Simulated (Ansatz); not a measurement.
## Ansatz 0.2.0, settings compared: Li₆I₂NCl

The command:

```bash
ansatz run input.yaml --threads 1 --pin off --max-ram 2560MiB --backend cpu --events-out ev --progress --plain --runs-dir out
```

The input file (Ansatz 0.2.0, plane waves):

```yaml
crystal:
  lattice:
    - [0.0, 4.657468, 4.657468]
    - [4.657468, 0.0, 4.657468]
    - [4.657468, 4.657468, 0.0]
  atoms:
    - { symbol: Cl, position: [0.0, 0.0, 0.0] }
    - { symbol: I, position: [0.75, 0.75, 0.75] }
    - { symbol: I, position: [0.25, 0.25, 0.25] }
    - { symbol: "N", position: [0.5, 0.5, 0.5] }
    - { symbol: Li, position: [0.6834, 0.3166, 0.6834] }
    - { symbol: Li, position: [0.6834, 0.3166, 0.3166] }
    - { symbol: Li, position: [0.3166, 0.6834, 0.3166] }
    - { symbol: Li, position: [0.3166, 0.6834, 0.6834] }
    - { symbol: Li, position: [0.6834, 0.6834, 0.3166] }
    - { symbol: Li, position: [0.3166, 0.3166, 0.6834] }
  symmetry: { tolerance: 0.0003 }
kpoints:
  mp_grid: { grid: [4, 4, 4], shift: [0, 0, 0] }
magnetization:
  spin_polarized: false
scf:
  occupations: { method: fermi_dirac }
hamiltonian:
  pseudopotentials: { kind: paw }
  xc: pbesol
basis:
  ecutwfc: 420
output:
  forces: true
  stress: true
  eigenvalues: true
```

Origin of the cell: a known structure type with other elements, at an estimated volume, so it need not be a known compound.

The smearing width isn't typed, so it takes its default of 0.1 eV.

Output of this run (shortened):

```
Pseudopotentials: kind: paw
Pseudopotential: Cl, paw, valence charge 7, recommended cutoff 420 eV (normal), Cl.paw.azcp
Pseudopotential: I, paw, valence charge 17, recommended cutoff 420 eV (normal), I.paw.azcp
Pseudopotential: N, paw, valence charge 5, recommended cutoff 420 eV (normal), N.paw.azcp
Pseudopotential: Li, paw, valence charge 3, recommended cutoff 420 eV (normal), Li.paw.azcp
Functional definition: PBEsol
  exchange = pbesol_x
  correlation = pbesol_c
Crystal: 10 atoms, lattice volume = 202.060 Å³
Basis set: ecut = 420 eV, 3839 PW (Γ), exchange–correlation on 90×90×90 points (8 copies of the dense FFT grid, shifted against one another)
Bands: 42, of which v1, the nominal top of the filled ones, is band 32 counted from 1 (31 counted from 0)
Symmetry: 48 space group operations
Space group: Fm-3m (ITA 225), of the structure as read, at distance tolerance 1.8e-3 Å
k-points: 8 of 64
[… 11 lines left out …]
Initial density: superposition of atomic densities (neutral atoms: chi_scale 0, normalization atom), corrected by the library's trained network
Functional: x = pbesol(κ = 0.804, μ = 0.123457), c = pbesol(β = 0.046)
SCF iter   1: F=—  HF=-17530.374424 eV  Δρ=3.91e-3  dr2=3.85e-2
SCF iter   2: F=—  HF=-17530.362284 eV  Δρ=1.48e-3  dr2=3.74e-3  defer=1
SCF iter   3: F=—  HF=-17530.361534 eV  Δρ=6.15e-4  dr2=8.50e-4  defer=1
SCF iter   4: F=—  HF=-17530.361598 eV  Δρ=1.79e-4  dr2=5.48e-5  defer=1
SCF iter   5: F=—  HF=-17530.361670 eV  Δρ=5.12e-5  dr2=7.54e-6  defer=1
SCF iter   6: F=—  HF=-17530.361672 eV  Δρ=1.25e-5  dr2=2.97e-7  defer=1
SCF iter   7: F=-17530.361672 eV  HF=-17530.361672 eV  Δρ=2.88e-6  dr2=1.56e-8
SCF 1 converged in 7 iterations: F = -17530.361672 eV  dr2 = 1.56e-8
SCF converged after 7 iterations
Free energy (F): -17530.361672 eV
Harris-Foulkes:  -17530.361672 eV  (|F-HF|=1.09e-8)
Internal energy: -17530.361672 eV  (E = F + TS)
E sigma→0 (E₀):  -17530.361672 eV
Entropy (-TS):   -0.000000 eV (-0.000 meV/atom)
Fermi energy:    4.475942 eV
--- Per-component energies (eV) ---
  E_band       = -1350.018260
  E_kinetic    = 810.190107
  E_local      = -5650.418053  (includes V_loc(G=0)·N_el)
  E_nonlocal   = -298.894462
  E_hartree    = 2626.192050
  E_xc         = -485.931373
  E_vxc        = -540.102228  (∫ρ·V_xc dr)
  E_paw        = -10356.812772  (= ΣΔE_a)
  E_vpaw       = -923.172509  (= ΣTr[D̂ρ^β])
  E_aug_tail   = 0.000355  (compensation charges beyond the density's cutoff)
  E_ewald      = -4175.618339
  E_core_change = 0.930815  (= ΣΔE_core)
  E_smearing   = -0.000000  (= −TS)
  Σ components = -17530.361672   (vs F -17530.361672, Δ=0.00e0)
--- Forces (eV/Å), atoms counted from 1 ---
  atom   1  Cl    -0.000000    -0.000000     0.000000
  atom   2  I     -0.000000     0.000000    -0.000000
[… 3 lines left out …]
  atom   6  Li    -2.612397     0.000000    -0.000000
  atom   7  Li     0.000000    -2.612397     0.000000
  atom   8  Li     2.612397    -0.000000    -0.000000
  atom   9  Li    -0.000000     0.000000     2.612397
  atom  10  Li    -0.000000    -0.000000    -2.612397
  max |Σ_I F_I| component: 4.45e-16 eV/Å
--- Stress (GPa, compression-positive) ---
        2.970501      -0.000000       0.000000
        0.000000       2.970501       0.000000
        0.000000       0.000000       2.970501
  P = ⅓ Tr σ = 2.9705 GPa (29.705 kbar)
```

The same input was run again with these changes:

1. `scf.n_extra_bands` default → 4
2. `scf.convergence.dr2_threshold` default → 1.0e-11; `crystal.symmetry` { tolerance: 0.0003 } → { detect: false }
3. `scf.lower_state_search` default → light; `scf.algorithm` default → density_mixing; `scf.mixing.preconditioner` default → kerker
4. `hamiltonian.xc` pbesol → lda; `scf.occupations.method` fermi_dirac → gaussian; `scf.occupations.width` default → 0.001

```tsv
run	end	SCF iterations	P (GPa)	max force component (eV/Å)	moment (μB)	ΔE(σ→0) (meV/atom)
base	converged	7	2.97	2.612	–	0
1	converged	7	2.97	2.612	–	0.00
2	converged	10	2.97	2.612	–	0.00
3	converged	7	2.97	2.613	–	0.00
4	converged	7	1.56	2.420	–	–
```

Energies are compared only where functional, datasets, charge and starting cell are the same.

Caveats of the base run: no spin-orbit coupling, though heavy elements are present.

The base run ran for 4 s of wall time on 1 CPU thread(s) of a shared host, from the program's own first density.
